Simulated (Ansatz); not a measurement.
Data:

AlN (rock salt, space group No. 225), a = 4.038 Å, b = 4.038 Å, c = 4.038 Å, α = 90.00°, β = 90.00°, γ = 90.00°; the cell used has 2 atoms.

This is the r²SCAN-relaxed structure.

Problem. All from the program Ansatz at the r²SCAN level (PAW), unless another level is named. Estimate the Debye temperature from the elastic constants.

Solution. 1230 K.

Problem. Next, the elastic constants (relaxed ions, GPa)?

Solution. C11 = 467, C12 = 181, C44 = 339.

Space group Fm-3m (rock salt). This is a known high-pressure phase of the composition, computed here at zero pressure and temperature. The cell was relaxed with r²SCAN under the symmetry of its start; whether a distortion lowers the energy is not shown. The volume moved by -16 % from the start of the relaxation.

Potentials: the later of the program's two PAW sets.
